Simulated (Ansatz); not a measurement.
AlCr₂C in space group P6_3/mmc (No. 194; Al on 2d, Cr on 4f, C on 2a) at seven volumes, plane-wave PAW r²SCAN (Ansatz code), shape and atoms relaxed at each. One row is withheld.

```json
[
 {"V (Å³/atom)": "9.914", "P (GPa)": "23.52"},
 {"V (Å³/atom)": "10.241", "P (GPa)": "14.40"},
 {"V (Å³/atom)": "10.568", "P (GPa)": "6.64"},
 {"V (Å³/atom)": "10.894", "P (GPa)": "0.01"},
 {"V (Å³/atom)": "11.221", "P (GPa)": "-5.61"},
 {"V (Å³/atom)": "11.548", "P (GPa)": "-10.42"},
 {"V (Å³/atom)": "11.875", "P (GPa)": "?"}
]
```

Question: Fit the shown pressures and predict the withheld one.

Answer: Third-order Birch–Murnaghan: P = (3/2)B₀(x^(7/2) − x^(5/2))[1 + (3/4)(B′ − 4)(x − 1)] with x = (V₀/V)^(2/3). Least squares on the six rows gives V₀ = 10.896 Å³/atom, B₀ = 203.2 GPa, B′ = 4.31. At V = 11.875, x = 0.9443 and P = -14.53 GPa. The run itself gave -14.48 GPa.

Symmetry was held in the r²SCAN relaxation. The run is not spin-polarised.

Potentials: the later of the program's two PAW sets.
